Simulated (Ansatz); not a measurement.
**Question.** Name crystals whose computed values (DFT-LDA in the program Ansatz with PAW potentials) fall in these windows: G_Hill (GPa) 9.0 to 12; ε∞ 3.3 to 3.9.

**Answer.** 

```
crystal                           G_Hill (GPa)    ε∞
--------------------------------  ------------  ----
NaI, rock salt                            10.8  3.63
CdCl2, R-3m (Cd on 3a, Cl on 6c)          11.5  3.73
```
Others may fit too.

Standing as an ambient phase not checked: CdCl2, R-3m (Cd on 3a, Cl on 6c). Weakly bound layers, chains or molecules computed without a dispersion correction, so cells and soft constants are ill determined: CdCl2, R-3m (Cd on 3a, Cl on 6c). All cells were relaxed under the symmetry of their starts (and spin orders); stability against distortions was not tested throughout. Spin–orbit coupling is left out wherever it is not named.

Potentials: the later of the program's two PAW sets.
